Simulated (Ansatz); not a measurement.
Input:

VSi:
```xyz
4
Lattice="0.0000 2.9977 2.9977 2.9977 0.0000 2.9977 2.9977 2.9977 0.0000" Properties=species:S:1:pos:R:3 pbc="T T T"
V      0.0000     0.0000     0.0000
Si     1.4989     1.4989     1.4989
V      2.9977     2.9977     2.9977
Si     4.4966     4.4966     4.4966
```
Starting moments (μB, in the order of the atoms V Si V Si): 1.8 0.0 -1.8 0.0.

This is the PBE-relaxed structure.

Problem. All from PBE in the plane-wave PAW code Ansatz, unless another level is named. Estimate the electronic character.

Solution. metallic (no gap).

Problem. Predict the density of states at the Fermi level.

Solution. 0.45 states/eV per atom (mean over ±0.08 eV).

Problem. And the formation energy from the elements (no fitted shifts)?

Solution. -15 kJ/mol of atoms.

Space group Pm-3m (CsCl type). The cell is a constructed one: a structure type filled with these elements; neither database checked (COD, Materials Project) lists it. Whether it is the stable phase at ambient conditions was not checked. Symmetry was held in the PBE relaxation, as lowered by the spin order. At this level the phase is mechanically unstable. Magnetic state: antiferromagnetic, chosen from 3 collinear starts compared on coarse meshes (ties went to the first, and starts can fall back to one state), not a proven ground state. The references are the lowest solids computed at this level, not always the standard phases.

Potentials: the later of the program's two PAW sets.
